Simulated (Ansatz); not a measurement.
IrOs:
Space group Pm (No. 6); a = 7.668 Å, b = 3.840 Å, c = 7.671 Å, α = 90.00°, β = 90.01°, γ = 90.00°

```
atom  site  symmetry       x       y       z
----  ----  --------  ------  ------  ------
Os      1a         m  0.9991  0.0000  0.0008
Ir      1b         m  0.9988  0.5000  0.7522
Os      1b         m  0.2498  0.5000  0.0013
Ir      1a         m  0.2512  0.0000  0.7528
Ir      1a         m  0.9991  0.0000  0.4988
Ir      1b         m  0.0000  0.5000  0.2481
Ir      1b         m  0.2516  0.5000  0.4981
Os      1a         m  0.2511  0.0000  0.2475
Os      1a         m  0.5015  0.0000  0.0012
Ir      1b         m  0.5011  0.5000  0.7510
Os      1b         m  0.7496  0.5000  0.0001
Os      1a         m  0.7493  0.0000  0.7528
Os      1a         m  0.5007  0.0000  0.4988
Ir      1b         m  0.5001  0.5000  0.2490
Ir      1b         m  0.7481  0.5000  0.4999
Os      1a         m  0.7489  0.0000  0.2476
```

Relaxed with r²SCAN.

Task: Which orbitals make up the states near the Fermi level in DFT-r²SCAN in the program Ansatz with PAW potentials?

Result: Within 0.5 eV of the Fermi level: Os 5d 50 %, Ir 5d 44 %. Projections are on Löwdin-orthogonalised atomic valence shells; empty p or d shells of many metals are not among them.

Task: Tabulate the density of states.

Result: States/eV per cell of 16 atoms, in 0.25 eV bins, energy from the Fermi level.

```tsv
E (eV)	total	Ir 5d	Os 5d	Ir 6s
-7.85	9.67	3.16	2.83	1.80
-7.60	12.15	4.50	3.98	1.75
-7.35	16.18	6.38	5.46	2.03
-7.10	18.34	8.11	6.70	1.64
-6.85	18.64	8.59	7.16	1.32
-6.60	16.79	8.19	6.57	0.92
-6.35	15.71	7.91	6.38	0.60
-6.10	15.26	7.63	6.37	0.51
-5.85	11.74	6.21	4.86	0.22
-5.60	13.16	7.31	5.22	0.14
-5.35	17.31	9.30	7.04	0.23
-5.10	15.43	8.19	6.35	0.24
-4.85	16.45	8.81	6.63	0.30
-4.60	16.90	9.02	6.65	0.42
-4.35	17.49	9.45	6.50	0.54
-4.10	19.89	10.41	7.61	0.65
-3.85	19.43	9.72	7.63	0.69
-3.60	23.77	11.50	9.85	0.71
-3.35	23.46	11.51	9.88	0.63
-3.10	24.38	11.23	11.19	0.63
-2.85	17.90	7.77	8.45	0.48
-2.60	16.81	7.22	7.80	0.46
-2.35	14.81	6.81	6.50	0.36
-2.10	14.15	6.93	5.82	0.32
-1.85	15.24	8.03	5.91	0.30
-1.60	15.99	8.17	6.51	0.30
-1.35	14.42	6.89	6.41	0.25
-1.10	14.64	6.30	7.16	0.28
-0.85	14.60	6.01	7.56	0.23
-0.60	14.33	6.24	7.21	0.23
-0.35	11.64	5.02	5.88	0.20
-0.10	11.92	4.98	6.22	0.20
0.15	13.22	5.86	6.64	0.21
0.40	13.59	6.20	6.64	0.22
0.65	11.50	5.12	5.71	0.19
0.90	12.20	5.03	6.39	0.21
1.15	14.30	5.71	7.84	0.21
1.40	20.18	8.12	11.28	0.23
1.65	19.29	7.16	11.24	0.25
1.90	16.29	5.46	9.82	0.32
2.15	10.75	3.14	6.53	0.36
2.40	6.91	1.74	3.96	0.41
2.65	5.89	1.41	2.98	0.54
2.90	4.92	1.17	2.03	0.62
3.15	4.64	1.10	1.58	0.72
3.40	4.55	1.03	1.35	0.79
3.65	3.15	0.62	0.86	0.53
3.90	2.95	0.44	0.87	0.38
4.15	4.22	0.56	1.23	0.57
4.40	4.79	0.61	1.23	0.72
4.65	4.69	0.55	1.06	0.77
```

The start of the workflow was typed in or built on a structure type; neither database checked (COD, Materials Project) lists it. Whether it is the stable phase at ambient conditions was not checked. Symmetry was held in the r²SCAN relaxation; its stability against distortions is not shown here. The run is not spin-polarised. Axis ratios of metals converge slowly with the k-mesh, so a and c are less sure than the volume. Scalar-relativistic: spin–orbit coupling is off unless named, which matters more the heavier the elements.

Potentials: the earlier of the program's two PAW sets. The files were generated under PBE; for other functionals the program regenerates the frozen cores, and for LDA and PBEsol the local potential too.
